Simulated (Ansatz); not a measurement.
TaTe:
```xyz
2
Lattice="3.4191 0.0000 0.0000 0.0000 3.4191 0.0000 0.0000 0.0000 3.4191" Properties=species:S:1:pos:R:3 pbc="T T T"
Ta     0.0000     0.0000     0.0000
Te     1.7096     1.7096     1.7096
```

Relaxed with PBE. Special points in fractions of this cell's reciprocal vectors: Γ (0.000, 0.000, 0.000); X (0.000, 0.500, 0.000); M (0.500, 0.500, 0.000); R (0.500, 0.500, 0.500).

**Question.** List the band energies nearest the Fermi level at these points for the program Ansatz at the PBE level (PAW).

**Answer.** In eV from the Fermi level; about four levels below and three above (degenerate sets whole), none deeper than 8.9 eV; points with the same levels are listed once.

```csv
k,below,above
Γ,-2.87 -2.87 -1.52 -1.52 -1.52,1.36 1.36 1.36
X,-8.67 -3.02 -3.02 -2.04,1.54 2.67 4.37
M,-5.96 -5.96 -3.46 -0.31 -0.31,0.41 1.41 3.08
R,-6.76 -6.76 -6.76,1.46 1.46 1.46
```

Space group Pm-3m (CsCl type). The start of the workflow was typed in or built on a structure type; neither database checked (COD, Materials Project) lists it. Whether it is the stable phase at ambient conditions was not checked. The PBE relaxation kept the symmetry of its start; whether a distortion lowers the energy is not shown. No spin polarisation was allowed. Its formation energy is positive at this level, so the cell may be metastable or incomplete. With an odd number of electrons in the cell and no spin polarisation, the count alone makes it a metal. Scalar-relativistic: spin–orbit coupling is off unless named, which matters more the heavier the elements.

Potentials: the earlier of the program's two PAW sets.
